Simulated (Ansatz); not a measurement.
Property card for ZrSi

ZrSi:
```
CELL_PARAMETERS angstrom
      1.86473    -4.94039     0.00000
      1.86473     4.94039     0.00000
      0.00000     0.00000     3.74268
ATOMIC_POSITIONS crystal
  Zr 0.64528 0.35472 0.75000
  Zr 0.35472 0.64528 0.25000
  Si 0.92148 0.07852 0.75000
  Si 0.07852 0.92148 0.25000
```

Space group Cmcm (No. 63); conventional cell a = 3.729 Å, b = 9.881 Å, c = 3.743 Å, α = β = γ = 90.00°.

Method: DFT-PBEsol in the program Ansatz with PAW potentials. Structure relaxed to zero pressure with the same functional. Other levels are named where they apply.

**Cell and energy**

Volume per atom: 17.24 Å³
Density: 5.75 g/cm³
Formation energy from the elements (no fitted shifts): -99 kJ/mol of atoms

**Electronic structure**

Electronic character: metallic (no gap)
Density of states at the Fermi level: 0.25 states/eV per atom (mean over ±0.08 eV)
Gap with spin–orbit coupling: none (metallic)

**Mechanics**

- Bulk modulus (Birch–Murnaghan fit) = 1520 kbar
- Pressure derivative B′ = 4.1

**Charges**

- Bader charges = Zr +1.15, Si -1.15 e

The workflow started from a Materials Project entry (that database holds measured and hypothetical structures alike); the Crystallography Open Database files this formula in space group No. 63, but the cells were not matched. Its standing as an ambient phase is unchecked. Symmetry was held in the PBEsol relaxation; whether a distortion lowers the energy is not shown. The run is not spin-polarised. The references are the lowest solids computed at this level, not always the standard phases. Spin–orbit coupling is left out wherever it is not named.

Potentials: the later of the program's two PAW sets.
